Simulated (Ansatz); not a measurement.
Consider the following.

ZrC:
```cif
data_C4Zr4
_chemical_formula_sum 'Zr4 C4'
_space_group_name_H-M_alt 'Fm-3m'
_space_group_IT_number 225
_space_group_name_Hall '-F 4 2 3'
_cell_length_a 4.71137
_cell_length_b 4.71137
_cell_length_c 4.71137
_cell_angle_alpha 90.000
_cell_angle_beta 90.000
_cell_angle_gamma 90.000
loop_
_atom_site_label
_atom_site_type_symbol
_atom_site_symmetry_multiplicity
_atom_site_Wyckoff_symbol
_atom_site_fract_x
_atom_site_fract_y
_atom_site_fract_z
_atom_site_occupancy
Zr1 Zr 4 a 0.00000 0.00000 0.00000 1
C1 C 4 b 0.50000 0.50000 0.50000 1
```
(The calculation used a cell of 2 atoms; values per cell refer to that cell.)

This is the r²SCAN-relaxed structure.

Task: All from DFT-r²SCAN in the program Ansatz with PAW potentials, unless another level is named. Give the electronic character.

Result: metallic (no gap).

Task: And the density of states at the Fermi level?

Result: 0.12 states/eV per atom (mean over ±0.08 eV).

Task: What about the formation energy from the elements (no fitted shifts)?

Result: -1.01 eV/atom.

The cell was relaxed with r²SCAN under the symmetry of its start. No spin polarisation was allowed. The references are the lowest solids computed at this level, not always the standard phases. Spin–orbit coupling is left out wherever it is not named.

Potentials: the later of the program's two PAW sets.
